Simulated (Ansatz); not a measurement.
Structure: Ga4SbP3, ordered on the zincblende lattice (P-43m) with 8 atoms a cell, at its r2SCAN minimum. Space group P-43m (No. 215), cubic; a = 5.624 Å in the conventional setting, 22.23 Å³ an atom. P has 4 Ga at 2.40 Å; Ga has 3 P at 2.40 Å and 1 Sb at 2.55 Å; Sb has 4 Ga at 2.55 Å.

```xyz
8
Lattice="5.6237 0.0000 0.0000 0.0000 5.6237 0.0000 0.0000 0.0000 5.6237" Properties=species:S:1:pos:R:3 pbc="T T T"
P     2.8118    0.0000    0.0000
Ga    1.3369    4.2867    4.2867
P     0.0000    2.8118    0.0000
Ga    4.2867    1.3369    4.2867
P     0.0000    0.0000    2.8118
Ga    4.2867    4.2867    1.3369
Sb    2.8118    2.8118    2.8118
Ga    1.3369    1.3369    1.3369
```

The questions ask for values computed with Ansatz on this geometry. Non-magnetic throughout. Whether this structure exists isn't addressed.

Given (4×4×4 mesh): The PBE gap is direct at Γ: 0.44 eV.

Q: Estimate the gap with PBE+SOC on 4×4×4.

A: PBE+SOC gives a direct gap of 0.34 eV at Γ. The gap differs by -0.10 eV from PBE's.

Q: What does r2SCAN give for the gap (4×4×4 mesh)?

A: With r2SCAN the gap is 0.74 eV and direct, at Γ. The gap differs by +0.30 eV from PBE's.

Q: Estimate the gap with HSE06 on 4×4×4.

A: HSE06 gives a direct gap of 1.09 eV at Γ. The gap differs by +0.65 eV from PBE's.

Q: How strongly does the crystal screen a field with clamped ions (r2SCAN)?

A: The clamped-ion dielectric constant comes out as 10.89 in all directions. Born charges, averaged over directions: P -2.28, Ga +2.08, Sb -1.48 e. The program notes that the ground state's band table doesn't vouch for all the bands that the response reads.

Only the levels marked +SOC include spin-orbit coupling.

The meshes of the hybrids are coarse, so their gaps aren't converged to the digits shown.
